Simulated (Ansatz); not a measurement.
CoTe (NiAs type, P6_3/mmc) at seven volumes, DFT-LDA in the program Ansatz with PAW potentials, shape and atoms relaxed at each. One row is withheld.

| V (Å³/atom) | P (GPa) |
|---|---|
| 14.818 | 17.20 |
| 15.307 | 10.47 |
| 15.795 | 4.79 |
| 16.284 | 0.00 |
| 16.772 | -4.03 |
| 17.261 | -7.40 |
| 17.749 | ? |

Fit the shown pressures and predict the withheld one.

P = (3/2)B₀(x^(7/2) − x^(5/2))[1 + (3/4)(B′ − 4)(x − 1)] with x = (V₀/V)^(2/3). Least squares on the six rows gives V₀ = 16.285 Å³/atom, B₀ = 146 GPa, B′ = 4.70. At V = 17.749, x = 0.9442 and P = -10.27 GPa. The run itself gave -10.21 GPa.

The first step of the workflow began from a Materials Project structure, measured or hypothetical; the Crystallography Open Database files this formula in space group No. 194, but the cells were not matched. Its standing as an ambient phase is unchecked. The LDA relaxation kept the symmetry of its start; of distortions, only those at the zone centre were tested. No spin polarisation was allowed. Scalar-relativistic: spin–orbit coupling is off unless named, which matters more the heavier the elements.

Potentials: the later of the program's two PAW sets.
